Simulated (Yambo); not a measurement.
Yambo run on MgTe (wurtzite, space group P6_3mc, No. 186). The wavefunctions are PBE (stringent potentials; pw.x of Quantum ESPRESSO, ONCV potentials, scalar-relativistic) ones on a 3×3×2 mesh (34 occupied bands); a = b = 4.563 Å, c = 7.404 Å, α = β = 90.00°, γ = 120.00°.

Yambo input:

```
rim_cut
gw0
dyson
el_el_corr
HF_and_locXC
ppa
em1d
RandQpts= 1000000
RandGvec= 1 Ry
EXXRLvcs= 106.6 Ry
VXCRLvcs= 426.4 Ry
Chimod= "HARTREE"
% BndsRnXp
 17 | 450 |
%
NGsBlkXp= 12 Ry
% LongDrXp
 1.0 | 1.0 | 1.0 |
%
PPAPntXp= 27.2114 eV
% GbndRnge
 1 | 242 |
%
GTermKind= "BG"
DysSolver= "n"
ExtendOut
% QPkrange
 1 | 1 | 34 | 35 |
%
```

k points by index: 1 = Γ.

Resulting energies as the program prints them:

```
#    K-point    Band    Eo [eV]    E [eV]    E-Eo [eV]    Vxc [eV]    Vnlxc [eV]    Sc|Eo [eV]    Sc|E [eV]    dSc/dw|Eo [eV]    Re(Z)    Im(Z)
#
    1    34    0.000000    -1.021201    -1.021201    -12.64065    -14.78220    0.855621    1.120355    -7.053395    0.794147    -0.001635
    1    35    2.497623    2.790645    0.293022    -9.896125    -6.062204    -3.473350    -3.540899    -6.269840    0.812733    -0.001566
```
(The two width columns are left out.) Convergence of these settings isn't established.

Spin-orbit coupling is not included.

Geometry relaxed with PBEsol.
